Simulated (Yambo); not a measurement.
Yambo run on AlO$_{2}$H (space group Pmn2_1, No. 31). The wavefunctions are PBEsol (pw.x of Quantum ESPRESSO, ONCV potentials, scalar-relativistic) ones on a 4×4×4 mesh (16 occupied bands); a = 2.8615 Å, b = 4.2635 Å, c = 4.7700 Å, α = β = γ = 90.00°.

Yambo input:

```
rim_cut
HF_and_locXC
RandQpts= 1000000
RandGvec= 1 Ry
EXXRLvcs= 84 Ry
VXCRLvcs= 336 Ry
% QPkrange
 1 | 1 | 16 | 17 |
 7 | 7 | 16 | 17 |
 9 | 9 | 16 | 17 |
 19 | 19 | 16 | 17 |
 21 | 21 | 16 | 17 |
 25 | 25 | 16 | 17 |
 27 | 27 | 16 | 17 |
%
```

k points by index: 1 = Γ, 7 = (0, -0.5, 0), 9 = (0, -0.5, -0.5), 19 = (-0.5, 0, 0), 21 = (-0.5, 0, -0.5), 25 = (-0.5, -0.5, 0), 27 = (-0.5, -0.5, -0.5).

The o-*.hf file then holds:

```
#    K-point    Band    Eo [eV]    Ehf [eV]    Vxc [eV]    Vnlxc [eV]
#
    1    16    0.000000    -5.533579    -20.17363    -25.70721
    1    17    5.600613    10.48888    -13.74343    -8.855167
    7    16    -0.012873    -5.636942    -19.88049    -25.50456
    7    17    7.866892    13.29297    -13.06933    -7.643259
    9    16    -0.992126    -6.744426    -19.05195    -24.80425
    9    17    9.082071    14.82956    -13.19417    -7.446678
    19    16    -1.100846    -6.864525    -18.85775    -24.62143
    19    17    10.28236    16.35189    -13.22967    -7.160140
    21    16    -0.628842    -6.359885    -19.49488    -25.22592
    21    17    9.585920    15.31627    -11.45034    -5.719984
    25    16    -0.582188    -6.267213    -19.56987    -25.25490
    25    17    10.30816    16.38801    -13.84104    -7.761192
    27    16    -0.692438    -6.446608    -19.25670    -25.01087
    27    17    9.129283    14.80859    -12.63579    -6.956483
```
Exchange alone, without screening.

Geometry of the Materials Project entry, not relaxed at this level.
